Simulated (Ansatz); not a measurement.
# MgTl: do energies and stresses tell the same story?

The calculation used DFT r2SCAN, scalar-relativistic, plane waves, PAW (Ansatz).

Settings: cutoff 500 eV, Γ-centred mesh 12×12×12 on the computed 2-atom cell, Gaussian smearing of 0.10 eV; no spin polarisation.

Relaxed cell: Pm-3m, a = 3.635 Å, b = 3.635 Å, c = 3.635 Å, α = 90.00°, β = 90.00°, γ = 90.00°, 2 atoms in the primitive cell. Whether it is the stable form of this composition wasn't checked.

Energies at zero smearing and pressures from the stress tensor, at volumes with shape and atoms relaxed:
| V (Å³/atom) | E − E(first) (meV/atom) | P (GPa) |
| --- | --- | --- |
| 21.141 | 0.00 | 6.80 |
| 21.862 | -25.51 | 4.64 |
| 22.583 | -42.27 | 2.84 |
| 23.303 | -51.67 | 1.32 |
| 24.024 | -54.71 | 0.02 |
| 24.745 | -52.33 | -1.05 |
| 25.466 | -45.50 | -1.96 |
| 26.427 | -30.66 | -2.95 |

Problem. Check P = −dE/dV between neighbouring volumes, and get the bulk modulus from the pressures alone.

Solution. With 1 eV/Å³ = 160.2 GPa:
| middle V (Å³/atom) | −ΔE/ΔV (GPa) | mean P (GPa) |
| --- | --- | --- |
| 21.502 | 5.670 | 5.723 |
| 22.222 | 3.725 | 3.743 |
| 22.943 | 2.090 | 2.082 |
| 23.664 | 0.676 | 0.673 |
| 24.384 | -0.527 | -0.515 |
| 25.105 | -1.519 | -1.505 |
| 25.946 | -2.474 | -2.453 |

The two differ by 0.05 GPa at most. The mean of two end pressures misses the average over a step by about ΔV² P″/12, up to 0.03 GPa here; with that taken off 0.03 GPa remains. The stress is the derivative of the free energy, not of the energy at zero smearing, and with free energies 0.01 GPa remains. Around V = 24.024 Å³/atom, the two neighbours give B = −V ΔP/ΔV = 24.024 × 2.37 / 1.441 = 39.6 GPa, against B0 = 39.1 GPa from the Birch–Murnaghan fit of the energies.

Spin–orbit coupling is left out, which can shift energies with elements as heavy as these.

Cost: 9 runs of about 3.6 core-minutes in all, on Arm Neoverse N1 (shared hosts).